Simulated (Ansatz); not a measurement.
## Co, one structure, two calculations

Cell: an entry of the Crystallography Open Database (COD), atoms as given.

```yaml
crystal:
  lattice:
    - [2.50740, 0.00000, 0.00000]
    - [-1.25370, 2.17147, 0.00000]
    - [0.00000, 0.00000, 4.06990]
  atoms:
    - { symbol: Co, position: [0.33333, 0.66667, 0.25000] }
    - { symbol: Co, position: [0.66667, 0.33333, 0.75000] }
```

Atom numbers follow the list; atoms alike are taken as one site, whose name carries the number of the first.

First run. Method: Kohn–Sham DFT in Ansatz, PBE, plane waves and PAW, scalar-relativistic, collinear spin, 420 eV cutoff, Γ-centred 14×14×8 k-points, Fermi–Dirac smearing 0.05 eV. Start moments as typed (μB): 2 on each Co.

| site | atom | V_zz (10²¹ V/m²) | η | m (μB) |
| --- | --- | --- | --- | --- |
| Co | 1 | -0.20 | 0.00 | 1.70 |

Second run. The same atoms and settings, except that the mesh is 15×15×8 and the start moments (μB) are -2 2 by atom.

(1) What does the second run give?

## Answers

(1) 

```json
{"site": "Co", "atom": "1", "V_zz": "-0.23", "η": "0.00", "change of V_zz": "-0.03", "m (μB)": "1.72"}
```

No V_zz moves by more than 0.03.

With these PAW files V_zz is typically within 2 to 3 % of all-electron values, but misses above 10 % occur on Co.
For the first run: At this cell the principal stresses reach 5 GPa in size with PBE, which can matter for small gradients.
For the second run: The run lost part of its start moments, as the program notes; a state with other moments may lie lower.
